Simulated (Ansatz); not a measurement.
**How far is PAW off for SnO?**

```xyz
4
Lattice="3.8020 0.0000 0.0000 0.0000 3.8020 0.0000 0.0000 0.0000 4.8360" Properties=species:S:1:pos:R:3 pbc="T T T"
Sn    0.0000    1.9010    1.1534
Sn    1.9010    0.0000    3.6826
O     0.0000    0.0000    0.0000
O     1.9010    1.9010    0.0000
```

Atom numbers follow the list: Sn1, Sn2, O3, O4.

The conventional cell has a = 3.802 Å, b = 3.802 Å, c = 4.836 Å, α = 90.00°, β = 90.00°, γ = 90.00°. Around Sn (atom 1) lie 4 O at 2.22 Å. O (atom 3) has 4 Sn at 2.22 Å as nearest neighbours.

The cell comes from COD entry 9008956, which wasn't checked; take it as a given geometry.

No spin–orbit coupling, which matters for the heavy atoms here.

Levels of theory: DFT, LDA, PAW with Ansatz's default frozen-core files, scalar-relativistic (Ansatz 0.2.0); DFT, LDA, all-electron PAW with datasets made for the crystal, scalar-relativistic (Ansatz 0.2.0); DFT, LDA, all-electron LAPW, scalar-relativistic (Ansatz 0.2.0).

For PAW: a Γ-centred 6×6×5 k mesh, Fermi–Dirac smearing of 0.02 eV, cutoff 420 eV, no spin polarisation; the PAW files were made with PBE, and the program remakes their frozen cores for this functional. The crystal-made all-electron datasets (AE datasets) take a cutoff of 360 eV at this cell. LAPW targets a basis error of 0.5 meV/atom. The Ansatz runs share mesh, smearing and spin set-up. Plane-wave (PAW) pressures include the program's estimate of the Pulay term.

Stress and pressure are positive in compression.

Levels count from the top of the valence band.

```
                      quantity     PAW  AE datasets    LAPW
                pressure (GPa)   -2.84        -2.85   -2.85
               stress xx (GPa)   -2.89        -2.90   -2.90
               stress zz (GPa)   -2.75        -2.75   -2.75
        force on Sn1, z (eV/Å)  -0.259       -0.259  -0.259
                 band gap (eV)   0.087        0.089   0.089
highest filled level at Γ (eV)  -0.014       -0.013  -0.014
  lowest empty level at Γ (eV)   2.117        2.120   2.119
highest filled level at X (eV)  -2.694       -2.694  -2.694
  lowest empty level at X (eV)   3.155        3.157   3.157
highest filled level at Z (eV)  -2.178       -2.177  -2.178
  lowest empty level at Z (eV)   1.596        1.595   1.594
```
